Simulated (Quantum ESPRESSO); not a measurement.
pw.x input (Quantum ESPRESSO 7.5; PBEsol, PseudoDojo standard norm-conserving files, scalar-relativistic):

```
&CONTROL
  calculation = 'scf'
  pseudo_dir = './pseudo'
  outdir = './out'
  tprnfor = .true.
  tstress = .true.
/
&SYSTEM
  ibrav = 0
  nat = 9
  ntyp = 3
  ecutwfc = 88.0
  ecutrho = 352.0
  occupations = 'smearing'
  smearing = 'fd'
  degauss = 0.002
  nbnd = 25
/
&ELECTRONS
  conv_thr = 9e-10
/
ATOMIC_SPECIES
H 1.0080 H.upf
Na 22.9898 Na.upf
Pt 195.0840 Pt.upf
CELL_PARAMETERS angstrom
  0.000000000000   3.629315000000   3.629315000000
  3.629315000000   0.000000000000   3.629315000000
  3.629315000000   3.629315000000   0.000000000000
ATOMIC_POSITIONS crystal
H   0.774460000000   0.774460000000   0.225540000000
H   0.225540000000   0.225540000000   0.774460000000
H   0.225540000000   0.774460000000   0.774460000000
H   0.774460000000   0.225540000000   0.225540000000
H   0.774460000000   0.225540000000   0.774460000000
H   0.225540000000   0.774460000000   0.225540000000
Na   0.750000000000   0.750000000000   0.750000000000
Na   0.250000000000   0.250000000000   0.250000000000
Pt   0.000000000000   0.000000000000   0.000000000000
K_POINTS automatic
6 6 6 0 0 0
```

End of the output:

```
     total energy              =    -450.79214401 Ry
     estimated scf accuracy    <       0.00000022 Ry
     total energy              =    -450.79214405 Ry
     estimated scf accuracy    <          2.9E-09 Ry
     total energy              =    -450.79214405 Ry
     estimated scf accuracy    <          1.2E-09 Ry
[...]
     the Fermi energy is     4.7943 ev
!    total energy              =    -450.79214405 Ry
     estimated scf accuracy    <          1.5E-11 Ry
     smearing contrib. (-TS)   =       0.00000000 Ry
     internal energy E=F+TS    =    -450.79214405 Ry
     The total energy is F=E-TS. E is the sum of the following terms:
     one-electron contribution =    -309.98168098 Ry
     hartree contribution      =     159.49038408 Ry
     xc contribution           =     -78.42703728 Ry
     ewald contribution        =    -221.87380987 Ry
     convergence has been achieved in   9 iterations
     Forces acting on atoms (cartesian axes, Ry/au):
     atom    1 type  1   force =     0.00000000    0.00000000   -0.00386478
     atom    2 type  1   force =     0.00000000    0.00000000    0.00386478
     atom    3 type  1   force =    -0.00386478    0.00000000   -0.00000000
     atom    4 type  1   force =     0.00386478    0.00000000    0.00000000
     atom    5 type  1   force =    -0.00000000   -0.00386478    0.00000000
     atom    6 type  1   force =    -0.00000000    0.00386478    0.00000000
     atom    7 type  2   force =     0.00000000   -0.00000000   -0.00000000
     atom    8 type  2   force =    -0.00000000    0.00000000    0.00000000
     atom    9 type  3   force =     0.00000000   -0.00000000    0.00000000
     Total force =     0.009467     Total SCF correction =     0.000001
     Computing stress (Cartesian axis) and pressure
          total   stress  (Ry/bohr**3)                   (kbar)     P=        4.00
   0.00002717  -0.00000000  -0.00000000            4.00       -0.00       -0.00
  -0.00000000   0.00002717  -0.00000000           -0.00        4.00       -0.00
  -0.00000000  -0.00000000   0.00002717           -0.00       -0.00        4.00
```
In a gapped system the printed Fermi energy is only some level inside the gap.

Spin-orbit coupling is not included.

Geometry of the Materials Project entry, not relaxed at this level.
